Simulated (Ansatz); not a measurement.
input.yaml (Ansatz)

```yaml
crystal:
  lattice:
    - [-2.0386685962, 2.0386685962, 2.0386685962]
    - [2.0386685962, -2.0386685962, 2.0386685962]
    - [2.0386685962, 2.0386685962, -2.0386685962]
  atoms:
    - { symbol: Yb, position: [0.0, 0.0, 0.0] }
hamiltonian:
  xc: r2scan
  pseudopotentials:
    kind: paw_fr
    azcp:
      Yb: "pseudopotentials/Yb.paw.azcp"
basis:
  ecutwfc: 500
  fft_grid_basis: typed
kpoints:
  mp_grid: { grid: [11, 11, 11], shift: [0, 0, 0] }
magnetization:
  noncollinear: true
  spin_orbit: true
scf:
  occupations: { method: fermi_dirac, width: 0.1 }
```

and its output:

```
Engine: ansatz 0.2.0, x86_64-unknown-linux-gnu
Pseudopotentials: kind: paw_fr
Pseudopotential: Yb, paw_fr, valence charge 24, recommended cutoff 500 eV (meta_gga) 
Functional definition: r2SCAN
  parameter k0 = 0.174
  parameter k1 = 0.065
  parameter a1 = 4.9479
  exchange = r2scan_x(k0 = k0, k1 = k1, a1 = a1)
  correlation = r2scan_c
non-collinear run that drives no moment, with spin-orbit: no starting moment large enough to seed its density (crystal.atoms[].spin), no starting occupations that ask for one, no magnetisation constraint and no magnetic field, so the semilocal B_xc is pinned to zero
Crystal: 1 atoms, lattice volume = 33.892 Å³
Basis set: ecut = 500 eV, 887 PW (Γ), exchange–correlation on 108×108×108 points (64 copies of the dense FFT grid, shifted against one another)
Bands: 32, of which v1, the nominal top of the filled ones, is band 24 counted from 1 (23 counted from 0)
Symmetry: 48 space group operations + 48 with time reversal
Magnetic group: BNS 229.141 (UNI 1643), of the structure as read, at distance tolerance 3.2e-5 Å
k-points: 56 of 1331
Projection manifold: j_resolved (fully-relativistic pseudo-atomic orbitals)
Non-local potential: Yb, projectors of the file, l = 0: 3, l = 1: 4, l = 2: 4, l = 3: 6
PAW form: soft (Blöchl's): semilocal exchange-correlation on the pseudo side does not see the compensation charge
PAW frozen core: Yb, regenerated for the run's functional (the file was generated under x = pbe(κ = 0.804, μ = 0.2195149727645171), c = pbe(β = 0.06672455060314922))
PAW one-centre angular grid: Yb, 2702 points (default); XC on 224 Gauss nodes
Initial density: superposition of atomic densities (chi_scale 0.1, normalization cell)
Initial wavefunctions: pseudopotential atomic-orbital guess
Functional: x = r2scan, c = r2scan; τ floored in thin density (d = 2e-4 eV/Å³)
iter 1 solved again at ethr=4.29e-4 eV; its pass at ethr=3.10e-3 eV (dr2=1.03e-1 eV) is discarded
SCF iter   1: F=—  HF=-13781.948798 eV  |F-HF|=—  |Δ(HF+E_count)|=         —  Δρ=1.97e-2  dr2=9.58e-2  dr2_τ=6.76e-4  dr2_m=0.00e0 (ungated)  ethr=4.29e-4  |M|=0.00e0 ∫|m|=0.00e0 μB  |m|>n=0.0e0 m-floor=0.0e0 τ_xc=0.0e0  β_m=0.30  ⟨swp⟩=1.0  Hψ=5419  notcnv=0
spin=Noncollinear: Kerker preconditioning applied to the charge; magnetization (m_x, m_y, m_z) channels mix plain (no charge-response kernel on spin).
SCF iter   2: F=—  HF=-13782.125402 eV  |F-HF|=—  |Δ(HF+E_count)|=   1.77e-1  Δρ=1.01e-1  dr2=2.89e0  dr2_τ=2.16e-3  dr2_m=0.00e0 (ungated)  ethr=3.99e-4  |M|=0.00e0 ∫|m|=0.00e0 μB  |m|>n=0.0e0 m-floor=0.0e0 τ_xc=0.0e0  β_m=0.12  ⟨swp⟩=2.9  Hψ=1832  notcnv=0  recentre
SCF iter   3: F=—  HF=-13781.987116 eV  |F-HF|=—  |Δ(HF+E_count)|=   1.38e-1  Δρ=1.27e-2  dr2=4.00e-2  dr2_τ=4.40e-4  dr2_m=0.00e0 (ungated)  ethr=3.99e-4  |M|=0.00e0 ∫|m|=0.00e0 μB  |m|>n=0.0e0 m-floor=0.0e0 τ_xc=0.0e0  β_m=0.10  ⟨swp⟩=2.0  Hψ=1762  notcnv=0  defer=8
SCF iter   4: F=—  HF=-13781.991650 eV  |F-HF|=—  |Δ(HF+E_count)|=   4.53e-3  Δρ=1.07e-2  dr2=3.56e-2  dr2_τ=3.83e-4  dr2_m=0.00e0 (ungated)  ethr=1.67e-4  |M|=0.00e0 ∫|m|=0.00e0 μB  |m|>n=0.0e0 m-floor=0.0e0 τ_xc=0.0e0  β_m=0.24  ⟨swp⟩=2.8  Hψ=1534  notcnv=0  defer=12
SCF iter   5: F=—  HF=-13782.004187 eV  |F-HF|=—  |Δ(HF+E_count)|=   1.25e-2  Δρ=5.13e-3  dr2=7.25e-3  dr2_τ=5.63e-4  dr2_m=0.00e0 (ungated)  ethr=1.48e-4  |M|=0.00e0 ∫|m|=0.00e0 μB  |m|>n=0.0e0 m-floor=0.0e0 τ_xc=0.0e0  β_m=0.35  ⟨swp⟩=2.9  Hψ=1349  notcnv=0  defer=12
SCF iter   6: F=—  HF=-13782.006476 eV  |F-HF|=—  |Δ(HF+E_count)|=   2.29e-3  Δρ=5.50e-3  dr2=6.63e-3  dr2_τ=2.48e-6  dr2_m=0.00e0 (ungated)  ethr=3.02e-5  |M|=0.00e0 ∫|m|=0.00e0 μB  |m|>n=0.0e0 m-floor=0.0e0 τ_xc=0.0e0  β_m=0.67  ⟨swp⟩=2.0  Hψ=1672  notcnv=0  defer=12
SCF iter   7: F=—  HF=-13782.006023 eV  |F-HF|=—  |Δ(HF+E_count)|=   4.54e-4  Δρ=2.08e-3  dr2=1.38e-3  dr2_τ=6.18e-6  dr2_m=0.00e0 (ungated)  ethr=2.76e-5  |M|=0.00e0 ∫|m|=0.00e0 μB  |m|>n=0.0e0 m-floor=0.0e0 τ_xc=0.0e0  β_m=0.60  ⟨swp⟩=1.5  Hψ=1102  notcnv=0  defer=12
SCF iter   8: F=—  HF=-13782.005967 eV  |F-HF|=—  |Δ(HF+E_count)|=   5.59e-5  Δρ=1.20e-3  dr2=4.34e-4  dr2_τ=8.32e-8  dr2_m=0.00e0 (ungated)  ethr=5.74e-6  |M|=0.00e0 ∫|m|=0.00e0 μB  |m|>n=0.0e0 m-floor=0.0e0 τ_xc=0.0e0  β_m=0.80  ⟨swp⟩=1.0  Hψ=1007  notcnv=0  defer=16
SCF iter   9: F=—  HF=-13782.005951 eV  |F-HF|=—  |Δ(HF+E_count)|=   1.56e-5  Δρ=9.02e-4  dr2=2.34e-4  dr2_τ=4.21e-8  dr2_m=0.00e0 (ungated)  ethr=1.81e-6  |M|=0.00e0 ∫|m|=0.00e0 μB  |m|>n=0.0e0 m-floor=0.0e0 τ_xc=0.0e0  β_m=0.53  ⟨swp⟩=1.0  Hψ=886  notcnv=0  defer=16
SCF iter  10: F=—  HF=-13782.005935 eV  |F-HF|=—  |Δ(HF+E_count)|=   1.60e-5  Δρ=6.91e-5  dr2=1.83e-6  dr2_τ=5.50e-9  dr2_m=0.00e0 (ungated)  ethr=9.74e-7  |M|=0.00e0 ∫|m|=0.00e0 μB  |m|>n=0.0e0 m-floor=0.0e0 τ_xc=0.0e0  β_m=0.77  ⟨swp⟩=1.0  Hψ=886  notcnv=0  defer=16
SCF iter  11: F=—  HF=-13782.005934 eV  |F-HF|=—  |Δ(HF+E_count)|=   7.10e-7  Δρ=2.04e-5  dr2=8.83e-8  dr2_τ=3.45e-9  dr2_m=0.00e0 (ungated)  ethr=4.17e-10  |M|=0.00e0 ∫|m|=0.00e0 μB  |m|>n=0.0e0 m-floor=0.0e0 τ_xc=0.0e0  β_m=0.88  ⟨swp⟩=1.9  Hψ=2981  notcnv=0
SCF iter  12: F=-13782.005934 eV  HF=-13782.005935 eV  |F-HF|=2.72e-8  |Δ(HF+E_count)|=   1.39e-7  Δρ=1.06e-5  dr2=3.11e-8  dr2_τ=1.86e-10  dr2_m=0.00e0 (ungated)  ethr=3.68e-10  |M|=0.00e0 ∫|m|=0.00e0 μB  |m|>n=0.0e0 m-floor=0.0e0 τ_xc=0.0e0  ⟨swp⟩=2.1  Hψ=1812  notcnv=0
SCF 1 converged in 12 iterations: F = -13782.005934 eV  dr2 = 3.11e-8
SCF converged after 12 iterations
Magnetization: |M| = 0.0000 μB,  M = (+0.0000, +0.0000, +0.0000) μB
Absolute magnetization: 0.0000 μB (∫|m|)
  site 0: m = (+0.0000, +0.0000, +0.0000) μB, |m| = 0.0000 μB  (R = 1.46 Å)
Free energy (F): -13782.005934 eV
Harris-Foulkes:  -13782.005935 eV  (|F-HF|=2.72e-8)
Internal energy: -13781.897324 eV  (E = F + TS)
E sigma→0 (E₀):  -13781.951629 eV
Entropy (-TS):   -0.108611 eV (-108.611 meV/atom)
Fermi energy:    11.387427 eV
--- Per-component energies (eV) ---
  E_band       = -5.102632
  E_kinetic    = 357.156098
  E_local      = -6147.374054  (includes V_loc(G=0)·N_el)
  E_nonlocal   = 536.205066
  E_hartree    = 2668.428783
  E_xc         = -161.147549
  E_vxc        = -229.762097  (∫ρ·V_xc dr)
  E_paw        = -7334.512103  (= ΣΔE_a)
  E_vpaw       = 127.566052  (= ΣTr[D̂ρ^β])
  E_aug_tail   = 0.000002  (compensation charges beyond the density's cutoff)
  E_vtau       = 14.231547  (kinetic-family band-sum trace: ∫τ·v_τ [+ j·A + Jᵃ·Aᵃ] dr)
  E_ewald      = -3701.498472
  E_core_change = 0.844906  (= ΣΔE_core)
  E_smearing   = -0.108611  (= −TS)
  E_closure    = -0.000000  (closes the sum)
  Σ components = -13782.005934   (vs F -13782.005934, Δ=0.00e0)
```

Launched by

```sh
ansatz run input.yaml --threads 1 --pin off --max-ram 3584MiB --backend cpu --events-out ev --progress --plain --runs-dir out
```

On 1 thread of Intel(R) Xeon(R) Platinum 8259CL CPU @ 2.50GHz (Skylake/Cascade Lake) (shared host) this took about 35 s of wall time and 35 s of CPU time.
